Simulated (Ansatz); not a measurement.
NbAs:
```
CELL_PARAMETERS angstrom
      3.20839     0.00000     0.00000
      0.00000     3.20839     0.00000
      0.00000     0.00000     3.20839
ATOMIC_POSITIONS crystal
  Nb 0.00000 0.00000 0.00000
  As 0.50000 0.50000 0.50000
```

Relaxed with r²SCAN. Special points in fractions of this cell's reciprocal vectors: Γ (0.000, 0.000, 0.000); X (0.000, 0.500, 0.000); M (0.500, 0.500, 0.000); R (0.500, 0.500, 0.500).

Question: List the band energies nearest the Fermi level at these points for r²SCAN with spin–orbit coupling in the plane-wave PAW code Ansatz.

Answer: In eV from the Fermi level; about four levels below and three above (degenerate sets whole), none deeper than 8.9 eV; points with the same levels are listed once.

```csv
k,below,above
Γ,-3.18 -3.18 -3.18 -3.18 -0.19 -0.19,0.26 0.26 0.26 0.26
X,-2.37 -2.37 -2.25 -2.25,2.03 2.03 3.14 3.14
M,-0.10 -0.10 -0.04 -0.04,2.00 2.00 2.13 2.13
R,-6.52 -6.52 -6.52 -6.52,3.36 3.36 3.42 3.42 3.42 3.42
```

Space group Pm-3m (CsCl type). A made-up cell: these elements were put on the sites of a structure type; neither database checked (COD, Materials Project) lists it. COD files the formula under space group No. 109, so this cell is another polymorph or a model. Its standing as an ambient phase is unchecked. The r²SCAN relaxation kept the symmetry of its start; whether a distortion lowers the energy is not shown. The run is not spin-polarised.

Potentials: the earlier of the program's two PAW sets.
